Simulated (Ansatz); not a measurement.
# InGa₂P₃: relaxed-ion elastic tensor

Theory: DFT PBE, scalar-relativistic, plane waves, PAW in Ansatz 0.2.0. Plane waves to 420 eV; Γ-centred k mesh 10×10×10; fixed occupations. No spin polarisation.

The cell, relaxed at this level:
```xyz
6
Lattice="-1.9949 1.9949 8.5321 1.9949 -1.9949 8.5321 1.9949 1.9949 -8.5321" Properties=species:S:1:pos:R:3 pbc="T T T"
In    0.0000    0.0000    0.0000
Ga    0.0000    0.0000   11.4485
Ga    0.0000    0.0000    5.6158
P     0.0000    1.9949    6.9513
P     1.9949    0.0000    4.2661
P     0.0000    1.9949    1.5808
```

It was reached by relaxing an invented guess, and it needn't be the stable form of this composition.

**Question.** Give the relaxed-ion elastic constants (GPa, Voigt order xx yy zz yz xz xy, on the Cartesian axes of the cell above).

**Answer.**
```
133.5  24.6  50.2   0.0   0.0   0.0
 24.6 133.5  50.2   0.0   0.0   0.0
 50.2  50.2 111.7   0.0   0.0   0.0
  0.0   0.0   0.0  53.7   0.0   0.0
  0.0   0.0   0.0   0.0  53.7   0.0
  0.0   0.0   0.0   0.0   0.0  29.4
```

**Question.** Is the crystal stable against homogeneous strain?

**Answer.** Yes: the least eigenvalue of the tensor is 29.4 GPa.

**Question.** And the moduli of a polycrystal (Hill averages)?

**Answer.** B = 70 GPa, G = 42 GPa, E = 106 GPa, ν = 0.25.
